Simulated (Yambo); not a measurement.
G0W0@LDA for LiCl (rock salt, space group Fm-3m, No. 225) in Yambo (6×6×6 mesh, 10 Ry block, plasmon pole, screening fixed), without a terminator:

| bands N in G | gap Γ → L (eV) | shift of the valence edge (eV) |
|---|---|---|
| 24 | 9.442 | -1.418 |
| 43 | 9.498 | -1.674 |
| 71 | 9.553 | -1.809 |

Problem. Extrapolate both columns to infinite N with E(N) = E∞ + A/N, test the form, and compare with the terminator.

Solution. From two points, E∞ = (N2 E2 − N1 E1)/(N2 − N1). The two largest N give 9.64 eV for the gap and -2.02 eV for the shift; the two smallest give 9.57 eV and -2.00 eV. For the gap the slopes A are -3.0 and -6.0 eV: the form isn't reached, and its limit is uncertain. For the shift the slopes A are 14 and 15 eV: the 1/N form holds. With the Bruneval-Gonze terminator and 71 bands the run gives 9.61 eV and -1.91 eV, 0.02 eV and 0.10 eV from the extrapolated values: the terminator too is an estimate of the remainder. Block, mesh and the bands in W are held fixed.

Geometry relaxed with LDA; primitive cell a = b = c = 3.510 Å, α = β = γ = 60.00°.

A shift is the quasiparticle energy of the state minus its LDA energy.
